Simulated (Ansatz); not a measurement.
Starting cell, Au (fcc, Cu type):

```
Au
1.0
    4.15726     0.00000     0.00000
    0.00000     4.15726     0.00000
    0.00000     0.00000     4.15726
Au
4
Direct
  0.00000   0.00000   0.00000
  0.50000   0.50000   0.00000
  0.50000   0.00000   0.50000
  0.00000   0.50000   0.50000
```

Scan: atom 3 (Au, nearest neighbour Au at 2.940 Å; its periodic images, 4.2 Å or more away, move with it) is displaced towards the nearest neighbour, direction (-0.707, -0.707, 0.000) in Cartesian axes, by s. The other atoms stay.

These are PBE (plane waves to 420 eV, PAW, scalar-relativistic; Ansatz, a quantum-chemistry and plane-wave program) values and carry that method's errors. k mesh 9×9×9 (Γ-centred), Fermi-Dirac smearing 0.05 eV. E stands for the smeared free energy. Stress and pressure are positive under compression. With partly filled bands, energies and forces of such displacements shift with the k mesh and the smearing. F∥ is the force on the atom along that direction. Au was relaxed with its symmetry unable to fall. Spin-orbit coupling is left out, though Au is heavy. The PAW data are Ansatz's earlier set. The zero of ΔE is the undisplaced structure.

```tsv
s (Å)	F∥ (eV/Å)	ΔE (meV/cell)	P (GPa)
-0.880	___	4888	39.7
-0.704	___	___	21.9
-0.528	5.072	1020	11.0
-0.352	2.467	381	4.5
-0.176	1.009	___	1.0
0.000	0.000	0	0.0
0.176	-1.009	___	1.0
0.352	-2.467	381	4.5
0.528	-5.072	1020	11.0
0.704	___	___	21.9
0.880	___	4888	39.7
```

**Question.** Some entries are withheld; supply them.

**Answer.** 
- -0.880, F∥ (eV/Å): 20.293
- -0.704, F∥ (eV/Å): 10.159
- -0.704, ΔE (meV/cell): 2310
- -0.176, ΔE (meV/cell): 86
- 0.176, ΔE (meV/cell): 86
- 0.704, F∥ (eV/Å): -10.159
- 0.704, ΔE (meV/cell): 2310
- 0.880, F∥ (eV/Å): -20.293

(For displaced atoms, the force is minus the slope of the energy, and its curvature is a force constant, which sets phonon frequencies.)
